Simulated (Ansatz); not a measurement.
**Ti2Co: pressure against volume**

Ti2Co, Fd-3m, a = 7.129 Å. The structure is a COD entry; whether it is the stable form wasn't checked. Ansatz: r2SCAN, PAW, 500 eV, Γ-centred 10×10×10 mesh on 6 atoms, Gaussian smearing 0.10 eV; collinear spin, largest moment 1.8 μB. Symmetry fixes shape and atoms, so the cell is only scaled; pressure is positive in compression.

| V (Å³/atom) | P (GPa) |
| --- | --- |
| 13.284 | ? |
| 13.737 | 11.62 |
| 14.190 | 7.18 |
| 14.643 | 3.33 |
| 15.096 | 0.03 |
| 15.549 | -2.81 |
| 16.002 | -5.24 |
| 16.605 | -7.92 |

Task: Take V0 = 15.096 Å³/atom, count pressures from its P0 = 0.03 GPa, fit the third-order Birch–Murnaghan form to the other rows, and predict the missing pressure.

Result: With the Eulerian strain f = ½[(V0/V)^(2/3) − 1] and y = (P − P0)/[3f(1 + 2f)^(5/2)], the form is the line y = B0 + 1.5 B0 (B0′ − 4) f. Rows (f, y): 0.03246, 101.7; 0.02106, 102.1; 0.01026, 101.9; -0.00976, 101.9; -0.01906, 101.6; -0.03077, 100.9. Means f = 0.0006983, y = 101.68; Σ(Δf)² = 0.003005, ΣΔfΔy = 0.03512; the slope is their ratio. y = 101.7 + 11.69 f GPa, so B0 = 101.7 GPa and B0′ = 4 + 2 × (11.69)/(3 × 101.7) = 4.08. At V = 13.284, f = 0.04449, y = 102.22 and P = 16.91 GPa. The run gave 16.72 GPa, so the fit is 0.19 GPa too high, a small miss on the scale of the series. Note that the largest moment runs from 1.52 to 1.91 μB along the series.

The largest moment runs from 1.52 to 1.91 μB along the series, so B0 and B0′ hold the change of the moment too.

The state reached may not be the lowest one.